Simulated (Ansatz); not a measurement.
Cu2Sb:
```cif
data_Cu4Sb2
_chemical_formula_sum 'Cu4 Sb2'
_space_group_name_H-M_alt 'P4/nmm :1'
_space_group_IT_number 129
_space_group_name_Hall 'P 4ab 2ab -1ab'
_cell_length_a 3.99933
_cell_length_b 3.99933
_cell_length_c 6.06118
_cell_angle_alpha 90.000
_cell_angle_beta 90.000
_cell_angle_gamma 90.000
loop_
_space_group_symop_operation_xyz
  'x, y, z'
  '-y+1/2, x+1/2, z'
  '-x, -y, z'
  'y+1/2, -x+1/2, z'
  'x+1/2, -y+1/2, -z'
  '-y, -x, -z'
  '-x+1/2, y+1/2, -z'
  'y, x, -z'
  '-x+1/2, -y+1/2, -z'
  'y, -x, -z'
  'x+1/2, y+1/2, -z'
  '-y, x, -z'
  '-x, y, z'
  'y+1/2, x+1/2, z'
  'x, -y, z'
  '-y+1/2, -x+1/2, z'
loop_
_atom_site_label
_atom_site_type_symbol
_atom_site_symmetry_multiplicity
_atom_site_Wyckoff_symbol
_atom_site_fract_x
_atom_site_fract_y
_atom_site_fract_z
_atom_site_occupancy
Cu1 Cu 2 a 0.00000 0.00000 0.00000 1
Sb1 Sb 2 c 0.00000 0.50000 0.29775 1
Cu2 Cu 2 c 0.50000 0.00000 0.26562 1
```

Relaxed at zero pressure with plane-wave PAW r²SCAN (Ansatz code).

### Question
The volume is lowered by 6 % and shape and atoms relax at that volume. What pressure results, and how do the axes share the change?

### Answer
7.3 GPa; a -2.4 %, b -2.4 %, c -1.4 %; the energy rises by 21 meV/atom.

### Question
Give the new structure.

### Answer

Space group P4/nmm, origin choice 1 (No. 129); a = b = 3.9044 Å, c = 5.9780 Å, α = β = γ = 90.00°

```csv
atom,site,symmetry,x,y,z
Cu,2a,-4m2,0.0000,0.0000,0.0000
Sb,2c,4mm,0.0000,0.5000,0.3015
Cu,2c,4mm,0.5000,0.0000,0.2676
```

The phase is kept; no other phase was compared at this pressure.

The workflow started from an entry of the Crystallography Open Database (COD). Its standing as an ambient phase is unchecked. The cell was relaxed with r²SCAN under the symmetry of its start; its stability against distortions is not shown here. No spin polarisation was allowed. Scalar-relativistic: spin–orbit coupling is off unless named, which matters more the heavier the elements.

Potentials: the later of the program's two PAW sets.
